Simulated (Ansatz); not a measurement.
Cu₃Au:
```cif
data_AuCu3
_chemical_formula_sum 'Cu3 Au1'
_space_group_name_H-M_alt 'P 1'
_space_group_IT_number 1
_cell_length_a 3.78088
_cell_length_b 3.78088
_cell_length_c 3.78088
_cell_angle_alpha 90.000
_cell_angle_beta 90.000
_cell_angle_gamma 90.000
loop_
_space_group_symop_operation_xyz
  'x, y, z'
loop_
_atom_site_label
_atom_site_type_symbol
_atom_site_fract_x
_atom_site_fract_y
_atom_site_fract_z
_atom_site_occupancy
Cu1 Cu 0.00000 0.50000 0.50000 1
Cu2 Cu 0.50000 0.00000 0.50000 1
Cu3 Cu 0.50000 0.50000 0.00000 1
Au1 Au 0.00000 0.00000 0.00000 1
```

This is the PBE-relaxed structure.

All from DFT-PBE in the program Ansatz with PAW potentials, unless another level is named. Estimate the formation energy from the elements (no fitted shifts).

-0.043 eV/atom.

Give the density of states at the Fermi level.

0.26 states/eV per atom (mean over ±0.08 eV).

Give the gap with spin–orbit coupling.

none (metallic).

Space group Pm-3m (Cu3Au type). Symmetry was held in the PBE relaxation. The run is not spin-polarised. The references are the lowest solids computed at this level, not always the standard phases. Scalar-relativistic: spin–orbit coupling is off unless named, which matters more the heavier the elements.

Potentials: the later of the program's two PAW sets.
